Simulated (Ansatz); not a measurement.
**Zone-centre modes in GaN**

These are results of DFT PBE, scalar-relativistic, plane waves, PAW in Ansatz 0.2.0, not measurements. Settings: plane waves to 420 eV, k-mesh 12×12×6 (Γ-centred), Gaussian smearing 0.05 eV. No spin polarisation.

The starting cell (as given, not relaxed at this level):

```yaml
crystal:
  lattice:
    - [3.18000, 0.00000, 0.00000]
    - [-1.59000, 2.75396, 0.00000]
    - [0.00000, 0.00000, 5.16600]
  atoms:
    - { symbol: Ga, position: [0.33333, 0.66667, 0.00000] }
    - { symbol: Ga, position: [0.66667, 0.33333, 0.50000] }
    - { symbol: N, position: [0.33333, 0.66667, 0.37500] }
    - { symbol: N, position: [0.66667, 0.33333, 0.87500] }
```

Harmonic modes by finite displacements of 0.02 Å, without the LO–TO term.

Problem. At this geometry, is the structure stable against these modes?

Solution. Yes: no mode is imaginary beyond 10 cm⁻¹, and only the three translations lie near zero.

Problem. List the wavenumbers in cm⁻¹.

Solution. 0, 0, 0, 133, 133, 336, 547, 547, 549, 558, 558, 702.

Cost: 1 run of about 1.3 core-minutes, on Arm Neoverse V2 (shared hosts).